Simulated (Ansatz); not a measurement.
K:
```
CELL_PARAMETERS angstrom
     -2.66236     2.66236     2.66236
      2.66236    -2.66236     2.66236
      2.66236     2.66236    -2.66236
ATOMIC_POSITIONS crystal
  K  0.00000 0.00000 0.00000
```

Relaxed with r²SCAN+D4. Special points in fractions of this cell's reciprocal vectors: Γ (0.000, 0.000, 0.000); H (0.500, -0.500, 0.500); N (0.000, 0.000, 0.500); P (0.250, 0.250, 0.250).

**Question.** List the band energies nearest the Fermi level at these points for r²SCAN+D4 (plane waves, PAW; program Ansatz).

**Answer.** In eV from the Fermi level; about four levels below and three above (degenerate sets whole), none deeper than 8.9 eV; points with the same levels are listed once.

```
k  below                     above
-  -----  ------------------------
Γ  -2.29            4.70 4.70 4.70
H      –  1.77 1.77 3.67 3.67 3.67
N      –            0.55 0.60 3.46
P      –            1.51 1.51 1.51
```

Space group Im-3m (bcc (W type)). Symmetry was held in the r²SCAN+D4 relaxation. The pairwise dispersion correction was not fitted to metals.

Potentials: the later of the program's two PAW sets.
